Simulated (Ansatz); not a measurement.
This cell of LiCl (rock salt) is off equilibrium:

```
CELL_PARAMETERS angstrom
      0.00000     2.57520     2.57520
      2.57520     0.00000     2.57520
      2.57520     2.57520     0.00000
ATOMIC_POSITIONS crystal
  Cl 0.99810 0.99810 0.00190
  Li 0.50971 0.50971 0.49029
```

The numbers are results of PBE (plane waves to 420 eV, PAW, scalar-relativistic; Ansatz, a quantum-chemistry and plane-wave program), not measurements. k mesh 11×11×11 (Γ-centred), Fermi-Dirac smearing 0.05 eV. Compression counts positive. LiCl was relaxed with its symmetry unable to fall.

Task: Predict the force on every atom, in eV/Å.

Result: 
```csv
atom,Fx,Fy,Fz
Cl1,0.000,0.000,0.037
Li2,0.000,0.000,-0.037
```

(For displaced atoms, the force is minus the slope of the energy, and its curvature is a force constant, which sets phonon frequencies.)
